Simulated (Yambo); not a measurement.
Yambo run on MoS2 (space group P6_3/mmc, No. 194). The wavefunctions are PBEsol (pw.x of Quantum ESPRESSO, ONCV potentials, without SOC) ones on a 6×6×1 mesh (26 occupied bands); a = 3.1922 Å, b = 3.1922 Å, c = 13.3783 Å, α = 90.00°, β = 90.00°, γ = 120.00°.

Yambo input:

```
rim_cut
gw0
dyson
el_el_corr
HF_and_locXC
ppa
em1d
RandQpts= 1000000
RandGvec= 1 Ry
EXXRLvcs= 80 Ry
VXCRLvcs= 320 Ry
Chimod= "HARTREE"
% BndsRnXp
 3 | 221 |
%
NGsBlkXp= 8 Ry
% LongDrXp
 1.0 | 1.0 | 1.0 |
%
PPAPntXp= 27.2114 eV
% GbndRnge
 1 | 84 |
%
GTermKind= "none"
DysSolver= "n"
ExtendOut
% QPkrange
 1 | 1 | 26 | 26 |
 7 | 7 | 26 | 27 |
%
```

k points by index: 1 = Γ, 7 = K.

Resulting energies as the program prints them:

```
#    K-point    Band    Eo [eV]    E [eV]    E-Eo [eV]    Vxc [eV]    Vnlxc [eV]    Sc|Eo [eV]    Sc|E [eV]    dSc/dw|Eo [eV]    Re(Z)    Im(Z)
#
    1    26    0.000000    0.630136    0.630136    -16.14776    -16.88577    1.542953    1.368150    -7.549107    0.782823    -0.001403
    7    26    -0.421861    0.302663    0.724524    -16.39070    -16.84892    1.381241    1.182740    -7.455650    0.784933    -0.001382
    7    27    1.202901    2.558527    1.355626    -17.50005    -13.37717    -2.395070    -2.767250    -7.470235    0.784603    -0.001403
```
(The two width columns are left out.) Convergence of these settings isn't established.

Geometry of the Materials Project entry, not relaxed at this level.

The distance between layers or molecules is the database entry's, not relaxed here. Functionals without dispersion can leave it too large, which widens gaps and weakens the response across layers: the numbers belong to this cell.
